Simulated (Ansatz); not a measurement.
The elements of this relaxed trial crystal are hidden behind letters.

```
lattice vectors (Å)
   4.2863    0.0000    0.0000
  -2.1432    3.7121    0.0000
   0.0000    0.0000   14.6916
fractional positions
X 0.3333 0.6667 0.6348
X 0.6667 0.3333 0.1348
X 0.6667 0.3333 0.3652
X 0.3333 0.6667 0.8652
Z 0.0000 0.0000 0.0000
Z 0.0000 0.0000 0.5000
Q 0.3333 0.6667 0.2500
Q 0.6667 0.3333 0.7500
```

Level of theory: DFT PBE, scalar-relativistic, plane waves, PAW (Ansatz). Settings of the last relaxation (8-atom cell): 420 eV, 12×12×4 k points, Gaussian smearing of 0.10 eV, no spin polarisation.

- Space group: P6_3/mmc (No. 194)
- Conventional cell: a = 4.286 Å, c = 14.692 Å
- Volume per atom: 29.22 Å³
- Density: 5.64 g/cm³
- Formation energy: −0.28 eV/atom
- Gap on the 12×12×4 mesh of the 8-atom cell: 0 eV (the bands overlap slightly)

Energies are uncorrected and count from the elements' standard states at the same level.

**Question.** X is a p-block element of period 5, Z is a p-block element of period 5 and Q is a p-block element of period 3. Which elements are they?

**Answer.** X = Sn, Z = Te, Q = S, so the formula is Sn2TeS. Density times volume gives a mean mass of 5.64 × 29.22/1.6605 = 99.2 u per atom, and this set has 99.3 u. Sn has 3 S at 3.00 Å, 3 Te at 3.17 Å and 1 Sn at 3.39 Å; around Te lie 6 Sn at 3.17 Å; S has 6 Sn at 3.00 Å. Other sets within the hints have nearly the same mass, so mass alone doesn't settle it; this one was computed.

Spin–orbit coupling, which can matter for Te, is left out. The zero gap may come from the functional, which often closes small gaps. A structure relaxed within its symmetry needn't be a true minimum. Another cell of Sn2TeS relaxed alike, in R-3m, lies 46 meV/atom lower, so this cell isn't the stable form at this level.
